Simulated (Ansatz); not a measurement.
TaN:
```
CELL_PARAMETERS angstrom
      0.00000     2.20811     2.20811
      2.20811     0.00000     2.20811
      2.20811     2.20811     0.00000
ATOMIC_POSITIONS crystal
  Ta 0.50000 0.50000 0.50000
  N  0.00000 0.00000 0.00000
```

Relaxed with PBE. Special points in fractions of this cell's reciprocal vectors: Γ (0.000, 0.000, 0.000); X (0.500, 0.000, 0.500); U (0.625, 0.250, 0.625); K (0.375, 0.375, 0.750); L (0.500, 0.500, 0.500); W (0.500, 0.250, 0.750).

List the band energies nearest the Fermi level at these points for plane-wave PAW PBE with spin–orbit coupling (Ansatz code).

In eV from the Fermi level; about four levels below and three above (degenerate sets whole), none deeper than 8.9 eV; points with the same levels are listed once.

```tsv
k	below	above
Γ	-2.15 -2.15 -2.15 -2.15 -1.78 -1.78	0.19 0.19 0.19 0.19
X	-4.71 -4.71 -4.38 -4.38	2.14 2.14 3.24 3.24
U	-6.03 -6.03 -2.15 -2.15	2.33 2.33 2.68 2.68
L	-7.49 -7.49 -7.41 -7.41	1.77 1.77 1.86 1.86
W	-0.22 -0.22 -0.07 -0.07	3.40 3.40 4.25 4.25
```

Space group Fm-3m (rock salt). This is a known high-temperature phase of the composition, computed here at zero pressure and temperature. The PBE relaxation kept the symmetry of its start; its stability against distortions is not shown here. The run is not spin-polarised.

Potentials: the earlier of the program's two PAW sets.
